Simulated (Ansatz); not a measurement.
Total density of states per atom from PBEsol (plane waves, PAW; program Ansatz), in 0.25 eV bins, energy from the Fermi level:

```tsv
E (eV)	states/eV/atom
-7.85	0.38
-7.60	0.59
-7.35	0.86
-7.10	0.75
-6.85	0.58
-6.60	0.55
-6.35	0.74
-6.10	0.50
-5.85	0.55
-5.60	0.47
-5.35	0.51
-5.10	0.72
-4.85	0.66
-4.60	0.49
-4.35	0.51
-4.10	0.54
-3.85	0.69
-3.60	0.65
-3.35	0.68
-3.10	0.56
-2.85	0.75
-2.60	0.76
-2.35	0.80
-2.10	0.79
-1.85	1.08
-1.60	1.23
-1.35	1.47
-1.10	0.89
-0.85	0.57
-0.60	0.55
-0.35	0.79
-0.10	0.94
0.15	0.84
0.40	1.01
0.65	0.57
0.90	0.48
1.15	0.10
1.40	0.10
1.65	0.11
1.90	0.14
2.15	0.24
2.40	0.33
2.65	0.07
2.90	0.18
3.15	0.40
3.40	0.55
3.65	0.75
3.90	0.61
4.15	0.59
4.40	0.55
4.65	0.26
```

Task: Which of these materials gives this?
A. IrRhN2, R-3m (Ir on 3b, Rh on 3a, N on 6c)
B. MgAl3N3O, Pm (Pearson symbol mP8)
C. SnIr3N, anti-perovskite
D. B4C, R-3m (B on 18h, B on 18h, C on 6c, C on 3b)

Result: A, IrRhN2, R-3m (Ir on 3b, Rh on 3a, N on 6c). Within 0.5 eV of the Fermi level: Ir 5d 35 %, Rh 4d 33 %, N 2p 26 %. Projections are on Löwdin-orthogonalised atomic valence shells; empty p or d shells of many metals are not among them.

The start of the workflow was typed in or built on a structure type; neither database checked (COD, Materials Project) lists it. Its standing as an ambient phase is unchecked. The cell keeps a stress of up to 0.3 GPa. The cell was relaxed with PBEsol under the symmetry of its start; whether a distortion lowers the energy is not shown. The workflow began spin-polarised and lost its moments. Its formation energy is positive at this level, so the cell may be metastable or incomplete. Scalar-relativistic: spin–orbit coupling is off unless named, which matters more the heavier the elements.

Potentials: the earlier of the program's two PAW sets. The files were generated under PBE; for other functionals the program regenerates the frozen cores, and for LDA and PBEsol the local potential too.
